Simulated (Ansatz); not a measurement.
## Cd3Pt: do energies and stresses tell the same story?

Computed with DFT r2SCAN, scalar-relativistic, plane waves, PAW (Ansatz 0.2.0).

Plane waves to 500 eV, a k mesh through Γ of 14×14×14 on the computed 4-atom cell and Gaussian smearing (0.10 eV); no spin polarisation.

Relaxed cell: I4/mmm, a = 4.137 Å, b = 4.137 Å, c = 8.629 Å, α = 90.00°, β = 90.00°, γ = 90.00°, 4 atoms in the primitive cell. Whether it is the stable form of this composition wasn't checked.

Energies at zero smearing and pressures from the stress tensor, at volumes with shape and atoms relaxed:
```json
{"V (Å³/atom)": "17.353", "E − E(first) (meV/atom)": "0.00", "P (GPa)": "8.04"}
{"V (Å³/atom)": "17.907", "E − E(first) (meV/atom)": "-19.93", "P (GPa)": "3.64"}
{"V (Å³/atom)": "18.461", "E − E(first) (meV/atom)": "-25.99", "P (GPa)": "0.01"}
{"V (Å³/atom)": "19.015", "E − E(first) (meV/atom)": "-20.63", "P (GPa)": "-2.98"}
{"V (Å³/atom)": "19.569", "E − E(first) (meV/atom)": "-5.88", "P (GPa)": "-5.43"}
```

Question: Check P = −dE/dV between neighbouring volumes, and get the bulk modulus from the pressures alone.

Answer: With 1 eV/Å³ = 160.2 GPa:
```tsv
middle V (Å³/atom)	−ΔE/ΔV (GPa)	mean P (GPa)
17.630	5.766	5.842
18.184	1.754	1.825
18.738	-1.552	-1.486
19.292	-4.265	-4.207
```

The two differ by 0.08 GPa at most. The mean of two end pressures misses the average over a step by about ΔV² P″/12, up to 0.07 GPa here; with that taken off 0.02 GPa remains. Around V = 18.461 Å³/atom, the two neighbours give B = −V ΔP/ΔV = 18.461 × 6.62 / 1.108 = 110.4 GPa, against B0 = 109.8 GPa from the Birch–Murnaghan fit of the energies.

Spin–orbit coupling is left out, which can shift energies with elements as heavy as these.

Cost: 6 runs of about 16 core-minutes in all, on Intel Xeon Platinum 8488C (Sapphire Rapids) (shared hosts).